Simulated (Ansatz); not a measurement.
One crystal and one scan (energy against volume) at two levels, PBE (plane waves to 420 eV, PAW, scalar-relativistic; Ansatz, an electronic-structure program) and r2SCAN (plane waves to 500 eV, PAW, scalar-relativistic; Ansatz), each from its own relaxed cell and on its own mesh. The cell shown is that of PBE.

Zr (hcp, Mg type)

```
CELL_PARAMETERS angstrom
      3.23160     0.00000     0.00000
     -1.61580     2.79864     0.00000
      0.00000     0.00000     5.17363
ATOMIC_POSITIONS crystal
  Zr 0.33333 0.66667 0.75000
  Zr 0.66667 0.33333 0.25000
```

Equation-of-state scan: isotropic scaling of the cell above, V₀ being its volume. Symmetry pins the atoms to their sites.

The energy includes the smearing's −TS. The PAW data are Ansatz's earlier set. Zr is run without spin polarisation. Zr was relaxed with its symmetry unable to fall. With the shape held, the modulus is that of even scaling; a crystal free to change shape is softer. Percentages come from the unrounded values. Both scans cover V/V₀ from 0.900 to 1.100.

```
quantity                                                                       PBE  r2SCAN     PBE − r2SCAN
---------------------------------------------------------------------------  -----  ------  ---------------
Lattice constant a (Å)                                                       3.232   3.246  -0.014 (-0.4 %)
Lattice constant c (Å)                                                       5.174   5.151  +0.023 (+0.4 %)
Relaxed volume (Å³/atom)                                                     23.40   23.50   -0.10 (-0.4 %)
Pressure at the smallest volume (GPa)                                         11.7    11.9      -0.2 (-2 %)
Energy cost of the largest compression (meV/atom)                               80      81        -1 (-2 %)
Energy cost of the largest expansion (meV/atom)                                 60      61        -1 (-3 %)
Bulk modulus at fixed cell shape B₀ (third-order Birch-Murnaghan fit) (GPa)   93.8    95.5    -1.7 (-1.9 %)
Pressure derivative B₀′ (fit)                                                  3.3     3.3              0.0
Pressure for 5 % compression (fit) (GPa)                                       5.2     5.3      -0.1 (-2 %)
```

PBE gives the higher value for: lattice constant c. PBE gives the lower value for: lattice constant a; bulk modulus at fixed cell shape B₀. They agree on: relaxed volume (within 0.6 %).

ΔE (meV/atom), each from the relaxed starting cell of its own level:

```tsv
V/V₀	PBE	r2SCAN
0.900	80	81
0.925	43	44
0.950	18	19
0.975	4	5
1.000	0	0
1.025	4	4
1.050	16	16
1.075	35	36
1.100	60	61
```

(A scan under strain: stresses follow from slopes of the energy per volume, elastic moduli from its curvatures.)
